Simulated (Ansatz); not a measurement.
Sn₂Au:
```xyz
6
Lattice="0.0000 4.2217 4.2217 4.2217 0.0000 4.2217 4.2217 4.2217 0.0000" Properties=species:S:1:pos:R:3 pbc="T T T"
Sn     5.2771     5.2771     5.2771
Sn     5.2771     3.1662     3.1662
Sn     3.1662     5.2771     3.1662
Sn     3.1662     3.1662     5.2771
Au     2.1108     2.1108     2.1108
Au     0.0000     0.0000     0.0000
```

Relaxed with PBEsol. Special points in fractions of this cell's reciprocal vectors: Γ (0.000, 0.000, 0.000); X (0.500, 0.000, 0.500); U (0.625, 0.250, 0.625); K (0.375, 0.375, 0.750); L (0.500, 0.500, 0.500); W (0.500, 0.250, 0.750).

Task: List the band energies nearest the Fermi level at these points for plane-wave PAW PBEsol (Ansatz code).

Result: In eV from the Fermi level; about four levels below and three above (degenerate sets whole), none deeper than 8.9 eV; points with the same levels are listed once.

| k | below | above |
|---|---|---|
| Γ | -2.47 -1.62 -1.62 -1.62 | 0.29 0.41 0.41 |
| X | -2.97 -2.97 -2.64 -2.64 | 0.35 0.35 0.97 0.97 |
| U | -2.12 -1.25 -0.57 -0.15 | 0.23 1.59 3.05 |
| L | -2.08 -2.08 -1.10 -0.56 | 1.07 1.31 1.31 |
| W | -2.02 -2.02 -1.98 -1.98 | 1.08 1.08 1.64 1.64 |

Space group Fd-3m (cubic Laves (MgCu2 type)). The cell is a constructed one: a structure type filled with these elements; neither database checked (COD, Materials Project) lists it. COD files the formula under space group No. 61. Whether it is the stable phase at ambient conditions was not checked. Symmetry was held in the PBEsol relaxation. At this level the phase is dynamically unstable (imaginary phonons). Spin–orbit coupling is left out wherever it is not named.

Potentials: the earlier of the program's two PAW sets. The files were generated under PBE; for other functionals the program regenerates the frozen cores, and for LDA and PBEsol the local potential too.
